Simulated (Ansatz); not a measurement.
Geometry optimisation in Ansatz: input, command and trajectory.

```yaml
crystal:
  lattice:
    - [2.7886018, 2.7886018, 5.5772036]
    - [-2.7886018, -2.7886018, 5.5772036]
    - [8.3658054, -5.5772036, 2.7886018]
  atoms:
    - { symbol: S, position: [0.574618299, 0.8796777858, 0.600572037] }
    - { symbol: S, position: [0.4755021969, 0.3729020397, 0.7982652877] }
    - { symbol: S, position: [0.9732947062, 0.8713442625, 0.7987801869] }
    - { symbol: S, position: [0.374491086, 0.8792413576, 0.0005038637] }
    - { symbol: S, position: [0.7724169055, 0.8782281114, 0.1973327815] }
    - { symbol: S, position: [0.6755947036, 0.3731430757, 0.3999537919] }
    - { symbol: S, position: [0.1773676735, 0.8745463626, 0.3991453618] }
    - { symbol: S, position: [0.0758587222, 0.3768166141, 0.5994708576] }
    - { symbol: S, position: [0.8711272649, 0.3773715511, 0.9999449605] }
    - { symbol: S, position: [0.2760314559, 0.3714405392, 0.1998250421] }
    - { symbol: Cu, position: [0.1958101008, 0.0026244732, 0.6032157092] }
    - { symbol: Cu, position: [0.3973656745, 0.0038464187, 0.2012633352] }
    - { symbol: Cu, position: [0.8044074443, 0.001062768, 0.3958887648] }
    - { symbol: Zn, position: [0.9987486288, 0.998789164, 0.0011320327] }
    - { symbol: Zn, position: [0.9021254042, 0.5030224288, 0.1990290381] }
    - { symbol: Ag, position: [0.1008075105, 0.4957156686, 0.7994730101] }
    - { symbol: Ag, position: [0.599116603, 0.9988740078, 0.7990506781] }
    - { symbol: Ag, position: [0.3020385173, 0.5041215991, 0.3992952918] }
    - { symbol: Ag, position: [0.7021219514, 0.5025251923, 0.6006805067] }
    - { symbol: Ag, position: [0.5047059929, 0.4978482957, 0.9970047466] }
  symmetry: { detect: false }
basis:
  ecutwfc: 420
kpoints:
  mp_grid: { grid: [2, 2, 2], shift: [0.5, 0.5, 0.5] }
hamiltonian:
  xc: pbe
scf:
  occupations: { method: gaussian, width: 0.1 }
  lower_state_search: "off"
output:
  forces: true
  stress: true
  eigenvalues: true
relax:
  adjacent_minimum: "off"
  f_tol: 0.04
  max_steps: 50
  cell: { stress_tol: 0.3 }
```

```bash
ansatz run input.yaml --threads 4 --pin off --max-ram 9216MiB --backend cpu --events-out ev --progress --plain --runs-dir out
```

The calculation used DFT PBE, scalar-relativistic, plane waves, PAW in Ansatz.

Of 6 frames 6 are shown, positions in Å and forces in eV/Å; the SCF threshold varies from step to step. Steps run on the plane waves of an earlier cell, with a Pulay correction in the pressure. The basis is chosen afresh for the last frame, the zero of the energies, and can be on the way; energy and pressure step there, also at an unchanged geometry.

```xyz
20
Lattice="2.7886 2.7886 5.5772 -2.7886 -2.7886 5.5772 8.3658 -5.5772 2.7886" Properties=species:S:1:pos:R:3:forces:R:3 pbc="T T T" step=1 free_energy_over_end_meV_per_atom=56.10 pressure_GPa=-1.67
S     4.1736   -4.2002    9.7857   -1.3880    0.1850   -0.2710
S     6.9642   -4.1660    6.9578   -0.0190   -0.0020   -0.0630
S     6.9667   -4.1707   12.5154   -0.1450    0.1710    1.3290
S    -1.4033   -1.4104    6.9937    0.3020   -1.0020   -0.0040
S     1.3558   -1.3956    9.7563    0.2250   -0.3400    0.0030
S     4.1894   -1.3872    6.9643    0.2610    1.0780    0.0240
S     1.3950   -4.1703    6.9798   -0.7470   -0.8160    0.6930
S     4.1758   -4.1826    4.1963    0.5720    0.8020   -0.8370
S     9.7422   -4.2000    9.7516    1.2220    0.2210    0.1940
S     1.4056   -1.3805    4.1683    0.1260    0.1820   -0.9260
Cu    5.5851   -2.8255    2.7888   -0.0870    0.1200    0.0880
Cu    2.7811   -0.0251    2.7989   -0.0210   -0.0450   -0.1420
Cu    5.5521    0.0323    5.5962    0.0520   -0.0200    0.0430
Zn    0.0094   -0.0064   11.1438   -0.0780    0.0350    0.0560
Zn    2.7780    0.0029    8.3918    0.0100   -0.0220   -0.0660
Ag    5.5870   -5.5601    5.5563    0.1220    0.0210    0.1860
Ag    5.5699   -5.5712   11.1406   -0.0410   -0.2060    0.1340
Ag    2.7769   -2.7905    5.6096   -0.0400    0.0740   -0.1610
Ag    5.5818   -2.7935    8.3936   -0.1360    0.0120    0.0000
Ag    8.3599   -5.5414    8.3717   -0.1890   -0.4480   -0.2800
20
Lattice="2.7544 2.7764 5.5340 -2.7598 -2.7371 5.5170 8.3554 -5.5892 2.7391" Properties=species:S:1:pos:R:3:forces:R:3 pbc="T T T" step=2 free_energy_over_end_meV_per_atom=13.38 pressure_GPa=-1.24
S     4.0466   -4.1420    9.6863   -0.7050    0.0820   -0.1600
S     6.9420   -4.1639    6.9077   -0.0370    0.0220    0.0760
S     6.9252   -4.1423   12.5243   -0.0490    0.1240    0.5760
S    -1.3677   -1.4486    6.9370    0.2450   -0.4190    0.0900
S     1.3788   -1.3978    9.6402    0.1270   -0.1330   -0.0210
S     4.1679   -1.2901    6.8857    0.1690    0.5240   -0.0390
S     1.3531   -4.1916    6.9309   -0.3320   -0.4110    0.3490
S     4.2072   -4.1085    4.1001    0.3710    0.4410   -0.4630
S     9.8024   -4.1987    9.6520    0.4570    0.0740    0.1250
S     1.4342   -1.3678    4.0278    0.1070    0.1730   -0.4150
Cu    5.5434   -2.7844    2.7500   -0.0770    0.0320    0.1300
Cu    2.8082   -0.0406    2.7384   -0.1030   -0.0460   -0.1320
Cu    5.5066    0.0417    5.5308    0.0580   -0.0930    0.0600
Zn    0.0547   -0.0011   11.0221   -0.1380    0.0610    0.0760
Zn    2.7683    0.0019    8.3062   -0.0110    0.0110   -0.0760
Ag    5.5829   -5.5656    5.4976    0.0070   -0.0960    0.0330
Ag    5.5671   -5.5279   11.0072    0.0530   -0.0620   -0.0160
Ag    2.7544   -2.7662    5.5470   -0.0130   -0.0160   -0.0610
Ag    5.5198   -2.7556    8.3088   -0.0260   -0.0620    0.0070
Ag    8.3896   -5.5901    8.2530   -0.1050   -0.2070   -0.1400
20
Lattice="2.7106 2.7512 5.4701 -2.7442 -2.7053 5.4640 8.3207 -5.5920 2.6854" Properties=species:S:1:pos:R:3:forces:R:3 pbc="T T T" step=3 free_energy_over_end_meV_per_atom=0.91 pressure_GPa=0.04
S     3.8991   -4.1053    9.5819    0.0850    0.0070   -0.0880
S     6.8839   -4.1556    6.8490   -0.0100   -0.0040    0.0140
S     6.8567   -4.1272   12.4770   -0.0400    0.1010    0.0520
S    -1.3177   -1.4882    6.8948   -0.1120    0.1650   -0.1030
S     1.3754   -1.3779    9.5236    0.0060   -0.1560    0.0250
S     4.1424   -1.2346    6.7876   -0.0260   -0.0060    0.0000
S     1.3058   -4.2341    6.8788    0.0130    0.0550    0.0690
S     4.2398   -4.0428    3.9871   -0.0620   -0.0410    0.0300
S     9.7700   -4.2119    9.5336    0.0080   -0.0080    0.0190
S     1.4656   -1.3481    3.9066    0.0020   -0.0220    0.0390
Cu    5.4944   -2.7359    2.7276    0.0430   -0.0620   -0.1200
Cu    2.7825   -0.0627    2.6356    0.2550   -0.0260    0.1360
Cu    5.4848    0.0032    5.4655   -0.1680    0.1130   -0.0590
Zn    0.0259    0.0077   10.9224   -0.0170   -0.0290   -0.0320
Zn    2.7379   -0.0060    8.1932   -0.0240   -0.0020    0.0210
Ag    5.5403   -5.5773    5.4308   -0.0410   -0.0700    0.0070
Ag    5.5334   -5.5120   10.8517    0.0600    0.0280    0.0330
Ag    2.7237   -2.7865    5.4797    0.0140   -0.0150   -0.0280
Ag    5.4348   -2.7559    8.2310    0.0440   -0.0070    0.0280
Ag    8.3562   -5.6452    8.1015   -0.0320   -0.0200   -0.0430
20
Lattice="2.6955 2.7621 5.4833 -2.7381 -2.7055 5.4763 8.2735 -5.5872 2.6796" Properties=species:S:1:pos:R:3:forces:R:3 pbc="T T T" step=4 free_energy_over_end_meV_per_atom=0.08 pressure_GPa=0.02
S     3.8800   -4.0733    9.5793   -0.0050    0.0020    0.0010
S     6.8292   -4.1524    6.8043    0.0040    0.0100   -0.0350
S     6.8061   -4.0914   12.5320    0.0090   -0.0410    0.0450
S    -1.3266   -1.4581    6.9111    0.0650   -0.0490    0.0070
S     1.3559   -1.3812    9.5564   -0.0290    0.1150   -0.0150
S     4.1106   -1.2304    6.8019    0.0200   -0.0030    0.0060
S     1.2793   -4.2216    6.9038   -0.0150   -0.0270   -0.0500
S     4.2160   -4.0452    4.0007    0.0000    0.0170   -0.0370
S     9.6991   -4.2260    9.5329   -0.0040   -0.0350   -0.0300
S     1.4693   -1.3528    3.9079   -0.0030    0.0080    0.0110
Cu    5.4654   -2.7339    2.7188   -0.0170    0.0490    0.0480
Cu    2.8241   -0.0357    2.6852   -0.1060    0.0000   -0.0900
Cu    5.4050    0.0417    5.4552    0.0900   -0.0720    0.1170
Zn    0.0109    0.0103   10.9650    0.0120    0.0090    0.0580
Zn    2.7141   -0.0008    8.2210    0.0290    0.0020   -0.0310
Ag    5.4754   -5.6318    5.4238    0.0450    0.0510   -0.0040
Ag    5.5271   -5.4521   10.8944   -0.0520   -0.0430   -0.0440
Ag    2.7043   -2.7984    5.4903   -0.0050    0.0140    0.0100
Ag    5.4401   -2.7497    8.2341   -0.0330   -0.0090    0.0000
Ag    8.2814   -5.6494    8.0571   -0.0030    0.0020    0.0340
20
Lattice="2.6958 2.7489 5.4897 -2.7479 -2.6956 5.4891 8.2936 -5.5723 2.6790" Properties=species:S:1:pos:R:3:forces:R:3 pbc="T T T" step=5 free_energy_over_end_meV_per_atom=-0.25 pressure_GPa=0.01
S     3.8695   -4.0723    9.6024    0.0150    0.0130    0.0010
S     6.8447   -4.1241    6.8133    0.0100   -0.0170    0.0010
S     6.8175   -4.0906   12.5472   -0.0040    0.0190   -0.0080
S    -1.3173   -1.4550    6.9167   -0.0170    0.0060    0.0110
S     1.3495   -1.3691    9.5754    0.0160   -0.0340    0.0030
S     4.1154   -1.2401    6.8227   -0.0100   -0.0010   -0.0120
S     1.2792   -4.2091    6.9036   -0.0020    0.0020    0.0120
S     4.2198   -4.0336    3.9934    0.0090    0.0030    0.0030
S     9.7208   -4.2196    9.5453    0.0030    0.0050    0.0080
S     1.4666   -1.3394    3.9179    0.0050   -0.0110   -0.0140
Cu    5.4724   -2.7230    2.7162   -0.0040   -0.0200   -0.0100
Cu    2.8158   -0.0424    2.6720    0.0020    0.0020   -0.0010
Cu    5.4161    0.0182    5.4817    0.0020    0.0220    0.0060
Zn    0.0059    0.0093   10.9938   -0.0080   -0.0010    0.0000
Zn    2.7199   -0.0070    8.2339   -0.0030    0.0050    0.0020
Ag    5.5024   -5.5977    5.4335   -0.0200   -0.0180   -0.0040
Ag    5.5296   -5.4530   10.8885    0.0090    0.0150   -0.0020
Ag    2.7089   -2.7881    5.4887    0.0010    0.0000    0.0060
Ag    5.4300   -2.7610    8.2615    0.0020   -0.0020    0.0050
Ag    8.2983   -5.6219    8.0687   -0.0080    0.0100   -0.0070
20
Lattice="2.6958 2.7489 5.4897 -2.7479 -2.6956 5.4891 8.2936 -5.5723 2.6790" Properties=species:S:1:pos:R:3:forces:R:3 pbc="T T T" step=6 free_energy_over_end_meV_per_atom=0.00 pressure_GPa=0.01
S     3.8695   -4.0723    9.6024    0.0150    0.0130    0.0010
S     6.8447   -4.1241    6.8133    0.0100   -0.0170    0.0010
S     6.8175   -4.0906   12.5472   -0.0040    0.0190   -0.0080
S    -1.3173   -1.4550    6.9167   -0.0170    0.0070    0.0110
S     1.3495   -1.3691    9.5754    0.0160   -0.0340    0.0030
S     4.1154   -1.2401    6.8227   -0.0100   -0.0010   -0.0120
S     1.2792   -4.2091    6.9036   -0.0020    0.0020    0.0120
S     4.2198   -4.0336    3.9934    0.0090    0.0030    0.0030
S     9.7208   -4.2196    9.5453    0.0030    0.0050    0.0080
S     1.4666   -1.3394    3.9179    0.0050   -0.0110   -0.0140
Cu    5.4724   -2.7230    2.7162   -0.0040   -0.0200   -0.0100
Cu    2.8158   -0.0424    2.6720    0.0020    0.0020   -0.0010
Cu    5.4161    0.0182    5.4817    0.0020    0.0220    0.0060
Zn    0.0059    0.0093   10.9938   -0.0080   -0.0010    0.0000
Zn    2.7199   -0.0070    8.2339   -0.0030    0.0050    0.0020
Ag    5.5024   -5.5977    5.4335   -0.0190   -0.0180   -0.0040
Ag    5.5296   -5.4530   10.8885    0.0090    0.0150   -0.0020
Ag    2.7089   -2.7881    5.4887    0.0010    0.0000    0.0060
Ag    5.4300   -2.7610    8.2615    0.0020   -0.0020    0.0050
Ag    8.2983   -5.6219    8.0687   -0.0080    0.0100   -0.0070
```

It took 40 s on 4 threads of Intel(R) Xeon(R) 6975P-C (Granite Rapids), on a shared host, peak memory 1.5 GiB.

The k mesh is coarse.